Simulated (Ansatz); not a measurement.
Sr₂Tl₃: start and end of a relaxation

Recipe of this trial structure of Sr₂Tl₃: random cell by space group and Wyckoff sites (Pm-3m, No. 221). Lengths were set from tabulated atomic sizes, so they are only a guess.

start:

Space group Pm-3m (No. 221). a = 4.919 Å, b = 4.919 Å, c = 4.919 Å, α = 90.00°, β = 90.00°, γ = 90.00°
| atom | site | symmetry | x | y | z |
| --- | --- | --- | --- | --- | --- |
| Sr | 1b | m-3m | 0.5000 | 0.5000 | 0.5000 |
| Sr | 1a | m-3m | 0.0000 | 0.0000 | 0.0000 |
| Tl | 3c | 4/mm.m | 0.0000 | 0.5000 | 0.5000 |

All numbers below come from DFT PBE, scalar-relativistic, plane waves, PAW in Ansatz 0.2.0. Cutoff 420 eV, Gaussian smearing, Γ-centred meshes. Cell and atoms relax first on a coarse mesh and then on a finer one. In between, the cell is made exact in the group found at 0.06 Å. In metals the finer mesh still leaves noise of several meV/atom or more. The steps can't lower the symmetry of their start. No spin polarisation.

end:

Space group Pm-3m (No. 221). a = 6.139 Å, b = 6.139 Å, c = 6.139 Å, α = 90.00°, β = 90.00°, γ = 90.00°
```
atom  site  symmetry       x       y       z
  Sr    1b      m-3m  0.5000  0.5000  0.5000
  Sr    1a      m-3m  0.0000  0.0000  0.0000
  Tl    3c    4/mm.m  0.0000  0.5000  0.5000
```

The symmetry stays Pm-3m (No. 221). The volume per atom grows by 94.4 %, from 23.8 to 46.3 Å³. The shortest distance goes from 2.46 Å (Sr–Tl) to 3.07 Å (Sr–Tl). The energy falls by about 1.6 eV/atom (the start's value is from the coarse mesh).

- Volume per atom: 46.27 Å³
- Density: 5.66 g/cm³
- Formation energy: +0.22 eV/atom
- Gap on the 6×6×6 mesh of the 5-atom cell: 0 eV (a metal)

Energies over the elements count from the elements' standard structures at the same level, with no fitted energy shifts. A positive value: parting into the elements would lower its energy.

The last run used Gaussian smearing of 0.10 eV. These runs have no spin–orbit coupling, which can matter for Tl. A structure relaxed within its symmetry needn't be a true minimum. In all, the 3 runs took 51 s on 1 thread of AMD EPYC 7B13 (Zen 3), with other jobs on the host.
